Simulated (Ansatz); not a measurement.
SnTe:
```xyz
2
Lattice="0.0000 3.1871 3.1871 3.1871 0.0000 3.1871 3.1871 3.1871 0.0000" Properties=species:S:1:pos:R:3 pbc="T T T"
Te     0.0000     0.0000     0.0000
Sn     3.1871     3.1871     3.1871
```

Relaxed with r²SCAN.

### Question
Give the Bader charges and basin volumes of the independent atoms, r²SCAN (plane waves, PAW; program Ansatz).

### Answer


```json
[
 {"atom": "Te1", "Bader charge (e)": "-0.70", "Bader volume (Å³)": "38.5"},
 {"atom": "Sn2", "Bader charge (e)": "+0.70", "Bader volume (Å³)": "26.3"}
]
```

Space group Fm-3m (rock salt). Symmetry was held in the r²SCAN relaxation. At this level the phase is dynamically unstable (imaginary phonons). Spin–orbit coupling is left out wherever it is not named.

Potentials: the later of the program's two PAW sets.
